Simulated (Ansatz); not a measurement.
Relaxing a structure of ZnSnP$_{2}$

The start is a relaxed ZnSnP2 cell shaken by Gaussian noise of σ = 0.08 Å a coordinate. The cell and all atomic positions are relaxed at zero pressure with PBEsol (plane waves to 420 eV, PAW, scalar-relativistic; Ansatz, a quantum-chemistry and plane-wave program). The first steps use a coarse 7×7×2 k-mesh.

Initial structure:
```yaml
crystal:
  lattice:
    - [3.79597, 0.00000, 0.00000]
    - [-1.89799, 3.28741, 0.00000]
    - [0.00000, 0.00000, 11.97482]
  atoms:
    - { symbol: Zn, position: [0.33378, 0.68147, 0.74728] }
    - { symbol: Zn, position: [0.66373, 0.33467, 0.25626] }
    - { symbol: P, position: [0.37910, 0.67196, 0.13795] }
    - { symbol: P, position: [0.67278, 0.31925, 0.63750] }
    - { symbol: P, position: [0.69438, 0.37073, 0.87171] }
    - { symbol: P, position: [0.32267, 0.65501, 0.35057] }
    - { symbol: Sn, position: [0.98361, 0.02394, 0.98841] }
    - { symbol: Sn, position: [0.99836, 0.00784, 0.49648] }
```

What is the largest force in the starting geometry, and on which atom (counted from 1)?

About 1.3 eV/Å, on Sn7 (atoms numbered as listed).

How much energy is released per atom?

0.08 eV/atom.

How does the volume per atom move from start to end?

+3.2 %, from 18.68 to 19.27 Å³/atom.

Is the parent structure recovered?

It does not go back: it reaches C2/c (No. 15), 0.05 eV/atom below the parent.

What band gap does the relaxed structure have at this level?

No gap (metallic).

What does it relax into? Give the structure.


Space group C2/c (No. 15); a = 4.0359 Å, b = 6.4926 Å, c = 11.8806 Å, α = γ = 90.00°, β = 97.95°

```tsv
atom	site	symmetry	x	y	z
Zn	4e	2	0.0000	0.1158	0.2500
P	8f	1	0.2617	0.1066	0.6303
Sn	4c	-1	0.2500	0.2500	0.0000
```
(The calculation used a cell of 8 atoms; values per cell refer to that cell.)

Final values are on a 14×14×4 k-mesh of the relaxed cell. No spin polarisation in the result.

The relaxed structure here is a generated cell of ZnSnP2: the first start was made by placing the elements on the sites of a structure type, and the end was not matched to a known phase here, so it may be hypothetical.
